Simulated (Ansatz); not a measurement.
Ge:
```cif
data_Ge4
_chemical_formula_sum 'Ge4'
_space_group_name_H-M_alt 'P 1'
_space_group_IT_number 1
_cell_length_a 5.99933
_cell_length_b 5.99933
_cell_length_c 5.99933
_cell_angle_alpha 109.471
_cell_angle_beta 109.471
_cell_angle_gamma 109.471
loop_
_space_group_symop_operation_xyz
  'x, y, z'
loop_
_atom_site_label
_atom_site_type_symbol
_atom_site_fract_x
_atom_site_fract_y
_atom_site_fract_z
_atom_site_occupancy
Ge1 Ge 0.00000 0.25000 0.50000 1
Ge2 Ge 0.25000 0.50000 0.00000 1
Ge3 Ge 0.50000 0.00000 0.25000 1
Ge4 Ge 0.25000 0.25000 0.25000 1
```

Relaxed with PBE in the plane-wave PAW code Ansatz. Indices refer to the conventional cell of I4_132, a = b = c = 6.927 Å, α = β = γ = 90.00°.

Task: Simulate the powder diffraction pattern (Cu Kα, λ = 1.54184 Å; lines above 1 %) up to 2θ = 90°.

Result: Simulated powder pattern, Cu Kα, λ = 1.54184 Å (kinematic, ideal powder, no thermal factors, no anomalous dispersion; the 30 strongest lines at most, above 1 %, up to 2θ = 90°):

| 2θ (°) | d (Å) | I/Imax (%) | hkl |
|---|---|---|---|
| 18.11 | 4.898 | 100 | (110) |
| 31.64 | 2.828 | 50 | (211) |
| 41.21 | 2.191 | 24 | (310) |
| 45.35 | 2.000 | 24 | (222) |
| 49.21 | 1.851 | 29 | (321) |
| 52.86 | 1.732 | 12 | (400) |
| 56.35 | 1.633 | 14 | (411)+(330) |
| 62.93 | 1.477 | 6.7 | (332) |
| 69.14 | 1.359 | 15 | (431)+(510) |
| 75.11 | 1.265 | 7.9 | (521) |
| 78.03 | 1.225 | 7.1 | (440) |
| 80.92 | 1.188 | 6.4 | (530)+(433) |
| 86.63 | 1.124 | 8.2 | (532)+(611) |

The start of the workflow was typed in or built on a structure type; neither database checked (COD, Materials Project) lists it. It is not the phase usual at ambient conditions (space group No. 227). The PBE relaxation kept the symmetry of its start; whether a distortion lowers the energy is not shown. The volume moved by 52 % from the start of the relaxation.

Potentials: the later of the program's two PAW sets.
